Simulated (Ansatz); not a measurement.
A geometry of ZnNi away from equilibrium: step 32 of the relaxation of a randomly generated symmetric cell of ZnNi (space group No. 186). Level of theory: PBE (plane waves to 420 eV, PAW, scalar-relativistic; Ansatz, a quantum-chemistry and plane-wave program). Γ-centred k-mesh 9×9×9 on the run's cell (coarser than for final values), Fermi–Dirac smearing 0.05 eV.

```xyz
4
Lattice="2.9907 0.0000 0.0000 -1.4954 2.5900 0.0000 0.0000 0.0000 6.5772" Properties=species:S:1:pos:R:3:forces:R:3 pbc="T T T" free_energy=-18317.231 pressure_GPa=6.1
Ni     0.0000     1.7267     5.7185    0.0000    0.0000    0.0000
Ni     1.4954     0.8633     2.4299    0.0000    0.0000    0.0000
Zn     0.0000     0.0000     0.7856    0.0000    0.0000    0.0000
Zn     0.0000     0.0000     4.0742    0.0000    0.0000    0.0000
```

Positions in Å, forces in eV/Å, free energy of the cell in eV (comparable only within this code, potentials and settings). Largest force: all forces are below 0.005 eV/Å; the geometry lies 0.22 eV/atom above the end of its relaxation.

Spin-polarised start, with parallel moments on Ni.

No spin polarisation in the result: the starting moments vanished. A magnetic state may lie lower.

The run could not lose the symmetry of its start; a randomly shaken copy of 8 atoms returns to this structure.

The end of the path is a generated cell of ZnNi: the first start was made by a random draw of sites in a space group, and the end was not matched to a known phase here, so it may be hypothetical.
